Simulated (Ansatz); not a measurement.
KTaO$_{3}$:
```yaml
crystal:
  lattice:
    - [4.02438, 0.00000, 0.00000]
    - [0.00000, 4.02438, 0.00000]
    - [0.00000, 0.00000, 4.02438]
  atoms:
    - { symbol: K, position: [0.50000, 0.50000, 0.50000] }
    - { symbol: O, position: [0.50000, 0.00000, 0.00000] }
    - { symbol: O, position: [0.00000, 0.50000, 0.00000] }
    - { symbol: O, position: [0.00000, 0.00000, 0.50000] }
    - { symbol: Ta, position: [0.00000, 0.00000, 0.00000] }
```

Relaxed with PBE. DFT-PBE in the program Ansatz with PAW potentials gives a gap of 2.16 eV.

Question: What gap does HSE06 give on the same cell (Ansatz, PAW)?

Answer: 3.49 eV, 1.33 eV more. The hybrid was solved on a coarser mesh and at special points; its gap is the smallest among all of these.

```json
[
 {"k": "Γ", "v1 PBE": "-0.62", "c1 PBE": "2.16", "v1 HSE06": "-0.66", "c1 HSE06": "3.49"},
 {"k": "R", "v1 PBE": "0.00", "c1 PBE": "6.27", "v1 HSE06": "___", "c1 HSE06": "___"},
 {"k": "M", "v1 PBE": "-0.04", "c1 PBE": "4.91", "v1 HSE06": "___", "c1 HSE06": "___"},
 {"k": "X", "v1 PBE": "-0.83", "c1 PBE": "2.31", "v1 HSE06": "___", "c1 HSE06": "___"}
]
```

Question: Top valence (v1) and lowest conduction level (c1) in eV from each method's valence maximum (which need not be a listed point): supply the withheld HSE06 values.

Answer: 
- R, v1 HSE06: 0.00
- R, c1 HSE06: 8.00
- X, v1 HSE06: -0.89
- X, c1 HSE06: 3.64
- M, v1 HSE06: -0.04
- M, c1 HSE06: 6.46

Cost on shared cores: the PBE run (SCF on a 7×7×7 mesh, then bands and DOS) very roughly 22 core-seconds, the HSE06 run (SCF on 4×4×4, then a few points) about 80 core-seconds (a rough figure); the tasks are unlike.

Space group Pm-3m (cubic perovskite). The PBE relaxation kept the symmetry of its start. At this level the phase is dynamically unstable (imaginary phonons). The run is not spin-polarised. Spin–orbit coupling is left out wherever it is not named.

Potentials: the later of the program's two PAW sets.
